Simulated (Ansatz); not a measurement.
Bi (fcc (Cu type), Fm-3m) at seven volumes, plane-wave PAW r²SCAN (Ansatz code), scaled uniformly. One row is withheld.

```tsv
V (Å³/atom)	P (GPa)
28.574	6.42
29.516	?
30.458	1.80
31.400	0.00
32.342	-1.49
33.284	-2.74
34.226	-3.81
```

Task: Fit the shown pressures and predict the withheld one.

Result: P = (3/2)B₀(x^(7/2) − x^(5/2))[1 + (3/4)(B′ − 4)(x − 1)] with x = (V₀/V)^(2/3). Least squares on the six rows gives V₀ = 31.406 Å³/atom, B₀ = 54.3 GPa, B′ = 4.74. At V = 29.516, x = 1.0422 and P = 3.91 GPa. The run itself gave 3.93 GPa.

The start of the workflow was typed in or built on a structure type; neither database checked (COD, Materials Project) lists it. It is not the phase usual at ambient conditions (space group No. 166). Symmetry was held in the r²SCAN relaxation. At this level the phase is mechanically unstable. Spin–orbit coupling is left out wherever it is not named.

Potentials: the earlier of the program's two PAW sets.
